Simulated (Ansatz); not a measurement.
## Cu2O: from a starting cell to a relaxed one

The start is a generated cell, Cu2O placed in the AFLOW prototype AB2_hP12_194_f_ah (C14, as in MgZn2). Cell shape, volume and atoms are optimised at zero target pressure with r2SCAN (plane waves to 500 eV, PAW, scalar-relativistic; Ansatz, a quantum-chemistry and plane-wave program). The first steps use a coarse 5×5×3 k-mesh.

Input geometry:
```yaml
crystal:
  lattice:
    - [4.14621, 0.00000, 0.00000]
    - [-2.07311, 3.59072, 0.00000]
    - [0.00000, 0.00000, 6.80001]
  atoms:
    - { symbol: O, position: [0.33333, 0.66667, 0.06286] }
    - { symbol: O, position: [0.66667, 0.33333, 0.56286] }
    - { symbol: O, position: [0.66667, 0.33333, 0.93714] }
    - { symbol: O, position: [0.33333, 0.66667, 0.43714] }
    - { symbol: Cu, position: [0.00000, 0.00000, 0.00000] }
    - { symbol: Cu, position: [0.00000, 0.00000, 0.50000] }
    - { symbol: Cu, position: [0.83049, 0.16951, 0.25000] }
    - { symbol: Cu, position: [0.66097, 0.83049, 0.75000] }
    - { symbol: Cu, position: [0.83049, 0.66097, 0.25000] }
    - { symbol: Cu, position: [0.16951, 0.83049, 0.75000] }
    - { symbol: Cu, position: [0.33903, 0.16951, 0.25000] }
    - { symbol: Cu, position: [0.16951, 0.33903, 0.75000] }
```

Q: How large is the pressure on the unrelaxed cell, and of which sign?

A: +82 GPa (positive: the cell is compressed).

Q: By how much does the energy per atom fall from start to end?

A: About 1.28 eV/atom.

Q: How does the volume per atom move from start to end?

A: +67.6 %, from 8.44 to 14.14 Å³/atom.

Q: How do the shortest distances between atoms change?

A: The closest pairs of elements (up to four, under 3.6 Å), start → end: Cu–O 2.43 → 1.92 Å; Cu–Cu 2.04 → 2.41 Å; O–O 2.54 → 2.41 Å.

Q: What band gap does the relaxed structure have at this level?

A: No gap: a half-metal at this level (one spin channel is gapped at the Fermi level).

Q: The last rounds were run with spin polarisation. What moments result?

A: Net 0.33 μB/atom, ferromagnetic.

Q: What does it relax into? Give the structure.

A: 
```cif
data_Cu8O4
_chemical_formula_sum 'O4 Cu8'
_space_group_name_H-M_alt 'P63/mmc'
_space_group_IT_number 194
_space_group_name_Hall '-P 6c 2c'
_cell_length_a 4.98870
_cell_length_b 4.98870
_cell_length_c 7.87221
_cell_angle_alpha 90.000
_cell_angle_beta 90.000
_cell_angle_gamma 120.000
loop_
_atom_site_label
_atom_site_type_symbol
_atom_site_symmetry_multiplicity
_atom_site_Wyckoff_symbol
_atom_site_fract_x
_atom_site_fract_y
_atom_site_fract_z
_atom_site_occupancy
O1 O 4 f 0.66667 0.33333 0.09695 1
Cu1 Cu 2 a 0.00000 0.00000 0.00000 1
Cu2 Cu 6 h 0.32197 0.16099 0.25000 1
```

The space group stays P6₃/mmc (No. 194) (the run could not lower it), with 12 atoms in the primitive magnetic cell. Final values are on a 9×9×5 k-mesh of the relaxed cell. The first round had no spin; a later round switched it on. Spin state reached: ferromagnetic (net 0.33 μB/atom); other spin orders were not run from this start. The d or f electrons are treated with no Hubbard U.

The run could not lose the symmetry of its start, so the end can be a saddle point.

The relaxed structure here is a generated cell of Cu2O: the first start was made by placing the elements on the sites of a structure type, and the end was not matched to a known phase here, so it may be hypothetical. Known forms of Cu2O include space group No. 224.
